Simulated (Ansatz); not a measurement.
A trial cell of HfNbTe4, before relaxation:

```xyz
6
Lattice="5.1518 0.0000 0.0000 0.0000 5.1518 0.0000 0.0000 0.0000 7.3199" Properties=species:S:1:pos:R:3 pbc="T T T"
Hf    0.0000    0.0000    3.6599
Nb    2.5759    2.5759    0.0000
Te    0.0000    2.5759    1.8881
Te    2.5759    0.0000    1.8881
Te    0.0000    2.5759    5.4318
Te    2.5759    0.0000    5.4318
```

Theory: DFT PBE, scalar-relativistic, plane waves, PAW in Ansatz. Cutoff 420 eV, Gaussian smearing, Γ-centred meshes. Cell and atoms relax first on a coarse mesh and then on a finer one. In between, the cell is made exact in the group found at 0.06 Å. In metals the finer mesh still leaves noise of several meV/atom or more. The steps can't lower the symmetry of their start. Collinear spin is switched on along the way, since trial moments persisted in a coarse test.

A guess keeps its type if space group and coordination stay and the shape of the cell changes little (axis ratios within about 15 %, angles within 6°); the volume may change.

**Question.** Will the relaxed cell still be of the starting type?

**Answer.** It keeps its type. The symmetry stays P4/mmm (No. 123). The volume per atom shrinks by 11.5 %, from 32.4 to 28.6 Å³. The shortest distance goes from 3.13 Å (Hf–Te) to 3.01 Å (Nb–Te). The ratio c/a of the conventional cell changes by a factor of 0.99. Counting neighbours within 15 % of an atom's shortest distance, the start has Hf 8, Nb 8, Te 5 and the end Hf 8, Nb 8, Te 5.

Formation energies are uncorrected and refer to the elements' standard structures at the same level.

**Question.** At what energy does it end?

**Answer.** −0.24 eV/atom.

The last run used collinear spin, an 8×8×6 mesh (in the run's order of axes) for its 6-atom cell and Gaussian smearing of 0.10 eV. Spin–orbit coupling, which can matter for Hf and Te, is left out. The reference form of Te is held partly by dispersion forces, which this level lacks. Another magnetic order may lie lower. Symmetry constrained the relaxation, so the result can be a saddle point. Another cell of HfNbTe4 relaxed alike but without spin, in P-3m1, lies 0.36 eV/atom lower, so this cell isn't the stable form at this level.
